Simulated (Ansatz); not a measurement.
Suppose Hf₂BCl₆ takes space group Fm-3m (No. 225), with Hf on 8c; B on 4a; Cl on 24e. A trial structure of Hf₂BCl₆ was built thus: ordered vacancies on the cation sites of perovskite (occupants of the shared sites, in ratio, B: 1, vacant: 1).

The calculation used Ansatz, DFT PBE, scalar-relativistic, plane waves, PAW. Cutoff 420 eV, Γ-centred mesh, Gaussian smearing, no spin polarisation.

The zero of energy is the elements' standard structures at the same level (Cl₂ as a molecule); no fitted shifts are applied.

Task: Predict the relaxed structure.

Result:

Space group Fm-3m (No. 225). a = 8.632 Å, b = 8.632 Å, c = 8.632 Å, α = 90.00°, β = 90.00°, γ = 90.00°
```csv
atom,site,symmetry,x,y,z
Hf,8c,-43m,0.2500,0.7500,0.7500
B,4a,m-3m,0.0000,0.0000,0.0000
Cl,24e,4m.m,0.2460,0.0000,0.0000
```

Hf is surrounded by 12 Cl at 3.05 Å; B is surrounded by 6 Cl at 2.12 Å; Cl is surrounded by 1 B at 2.12 Å, 8 Cl at 3.00–3.10 Å and 4 Hf at 3.05 Å. Another local minimum with the same sites may exist.

Task: Where does its energy lie, and is it a metal?

Result: The formation energy is +0.03 eV/atom and the gap on the 8×8×8 mesh of the 9-atom cell is 0 eV (a metal). The formation energy is too near zero to say whether this cell lies below the elements.

The last run used Gaussian smearing of 0.10 eV. The k mesh leaves some 4 meV/atom of noise in the energy of each metallic cell. These runs have no spin–orbit coupling, which can matter for Hf. An odd number of electrons in the primitive cell allows no gap without spin; a larger cell or a magnetic state could open one. The cell is a metal run without spin; a magnetic state may lie lower. A structure relaxed within its symmetry needn't be a true minimum.
